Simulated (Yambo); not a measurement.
SrNiF6 (space group R-3m, No. 166); a = b = c = 4.656 Å, α = β = γ = 99.44°. With the G0W0 scissor the direct gap on the mesh is 3.95 eV. Axes are Cartesian, with cell vectors (Å) (3.55, 2.05, 2.20), (-3.55, 2.05, 2.20), (0.00, -4.10, 2.20).

Problem. Does this run resolve the lowest exciton, and if so, what are its energy and binding? (Yambo, LDA bands; 4×4×4 mesh, 21 valence and 3 conduction bands, static screening with 70 bands and a 3 Ry block, scissor 2.75 eV, Tamm-Dancoff.)

Solution. The two meshes tried agree. These are vertical excitations (zero momentum). The lowest state lies at 0.78 eV (dark for light along x), the direct quasiparticle gap on this mesh at 3.95 eV. Its binding energy, counted from that gap, is 3.17 eV; it spreads over about 64 k points of the mesh. On a 2×2×2 mesh the same difference is 3.02 eV. The first optically allowed state is at 2.68 eV. The scissor comes from a G0W0 run whose convergence isn't established. The 3d shell has no Hubbard U; the runs are without spin polarisation, and magnetic order was not tried.

Geometry of the Materials Project entry, not relaxed at this level.
